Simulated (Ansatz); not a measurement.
Single point in Ansatz 0.2.0 with PBE, no spin polarisation. Cutoff 420 eV, PAW datasets, 7×7×6 Γ-centred k mesh, fermi-dirac filling (width 0.1 eV).

Computed maps in the lattice plane spanned by a (left to right, 5.40 Å, 16 points from zero) and c (bottom to top, 5.27 Å, 16 points from zero), 90° apart, at height 0.000 along b. The fields are smooth PAW ones with compensation charges, not the true ones near nuclei.

Valence density. Digits on a logarithmic scale: 0 up to 0.03 e/Å³, each further digit a factor of 1.6, 9 from 1.3 e/Å³ up:
```
5689998545899986
6678986444689876
7766654444456667
8765444454444567
7766654444456667
6678986444689876
5689998545899986
5699998545899996
5689998545899986
6678986444689876
7766654444456667
8765444454444567
7766654444456667
6678986444689876
5689998545899986
5699998545899996
```

ELF. Ten even steps from '0' (0.04) to '9' (0.83):
```
0289799202997982
2259995000599952
3323420010024323
4310000131000013
3323420010024323
2259995000599952
0289799202997982
0397289404982793
0289799202997982
2259995000599952
3323420010024323
4310000131000013
3323420010024323
2259995000599952
0289799202997982
0397289404982793
```

Question: The cell is SrMgBiO2. Which atoms lie within 0.2 Å of this plane, and where (fractions of a and c)?

Answer: O at (0.25, 0.00), O at (0.75, 0.50), O at (0.75, 0.00), O at (0.25, 0.50). The whole cell:
```
Mg O Sr Bi
1.0
     5.39973    0.00000    0.00000
     2.69986   -6.22261    0.00000
     0.00000    0.00000   -5.27467
Mg O Sr Bi
2 4 2 2
Direct
  0.74450 0.51100 0.75000
  0.25550 0.48900 0.25000
  0.24700 0.00000 0.00000
  0.75300 0.00000 0.50000
  0.75300 0.00000 0.00000
  0.24700 0.00000 0.50000
  0.40500 0.19000 0.75000
  0.59500 0.81000 0.25000
  0.07390 0.85220 0.75000
  0.92610 0.14780 0.25000
```

Origin: a known structure type with other elements, at an estimated volume, so it need not be a known compound. Caveats: many states at the Fermi level without spin polarisation, so a magnetic state may lie lower; atoms or cell far from equilibrium.
